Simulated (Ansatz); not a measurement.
Molecular dynamics on a 1×1×1 supercell (4 atoms) of SiGe (ordering on diamond), relaxed with r2SCAN. Forces come from r2SCAN in Ansatz 0.2.0: a Nosé-Hoover thermostat at fixed volume, 300 K, steps of 1 fs. Computed, non-magnetic; the trajectory is short and the cell small, so nothing here is a converged average. The structure comes from a prototype and may be hypothetical.

```yaml
crystal:
  lattice:
    - [1.9620006346, 1.1327615945, 6.4003360102]
    - [-1.9620006346, 1.1327615945, 6.4003360102]
    - [0.0, -2.2655231891, 6.4003360102]
  atoms:
    - { symbol: Si, position: [0.4388308774, 0.4388308774, 0.4388308774] }
    - { symbol: Ge, position: [0.9359736046, 0.9359736046, 0.9359736046] }
    - { symbol: Ge, position: [0.0640263954, 0.0640263954, 0.0640263954] }
    - { symbol: Si, position: [0.5611691226, 0.5611691226, 0.5611691226] }
kpoints:
  mp_grid: { grid: [4, 4, 4] }
hamiltonian:
  xc: r2scan
scf:
  occupations: { method: fermi_dirac, width: 0.026 }
md:
  ensemble: nvt_nose_hoover
  temperature: 300
  timestep: 1.0
  n_steps: 40
  initial_velocities: maxwell_boltzmann
  seed: 4652
```

Run as `ansatz run input.yaml --threads 4 --pin off --max-ram 3686MiB --backend cpu --events-out ev --progress --plain --runs-dir out`. Wall time 100 s on 4 threads of Arm Neoverse V1, with other jobs on the host, load about 0.9 per core; peak host memory 0.59 GiB.

Question: How do temperature and energy develop?

Answer: The temperature starts at 300 K, is lowest at step 22 (63 K, 22 fs) and ends at 232 K. The thermostat hasn't had time to restore it. The atoms start on their lattice sites with kinetic energy alone, so much of it first passes into potential energy. By the last step the atoms have moved 0.06 Å in the root mean square, the drift of the whole cell taken out, 0.07 Å at most.
```csv
step,t (fs),T (K),free energy F from step 0 (meV/atom),kinetic energy (meV/atom),largest force (eV/Å)
0,0,300,0.0,29.1,0.03
1,1,299,0.1,28.9,0.11
2,2,295,0.5,28.6,0.21
3,3,288,1.2,27.9,0.31
4,4,279,2.0,27.1,0.41
5,5,269,3.0,26.0,0.51
6,6,256,4.3,24.8,0.60
7,7,242,5.6,23.5,0.69
8,8,227,7.1,22.0,0.77
9,9,211,8.7,20.5,0.84
10,10,194,10.3,18.9,0.91
11,11,178,11.9,17.2,0.98
12,12,161,13.5,15.6,1.04
13,13,145,15.1,14.1,1.09
14,14,130,16.6,12.6,1.13
15,15,116,17.9,11.2,1.17
16,16,103,19.2,10.0,1.21
17,17,91,20.3,8.9,1.23
18,18,82,21.2,7.9,1.25
19,19,74,22.0,7.2,1.27
20,20,68,22.6,6.6,1.27
21,21,65,23.0,6.3,1.27
22,22,63,23.1,6.1,1.27
23,23,63,23.1,6.1,1.25
24,24,66,22.9,6.4,1.24
25,25,70,22.5,6.8,1.21
26,26,76,21.9,7.3,1.20
27,27,83,21.2,8.1,1.18
28,28,93,20.3,9.0,1.15
29,29,103,19.4,10.0,1.12
30,30,114,18.3,11.1,1.09
31,31,127,17.1,12.3,1.05
32,32,140,15.9,13.5,1.01
33,33,153,14.7,14.8,0.96
34,34,166,13.5,16.1,0.91
35,35,179,12.3,17.3,0.86
36,36,191,11.1,18.5,0.81
37,37,203,10.0,19.7,0.75
38,38,214,9.1,20.7,0.69
39,39,224,8.2,21.7,0.63
40,40,232,7.5,22.5,0.57
```

Positions (Å) and forces (eV/Å) at step 40:
```
Si  -0.008   0.067   8.445    -0.006  -0.306  -0.098
Ge   0.008  -0.056  17.973     0.049   0.151   0.076
Ge  -0.010   0.049   1.203     0.028   0.174   0.545
Si   0.012  -0.047  10.819    -0.072  -0.019  -0.523
```
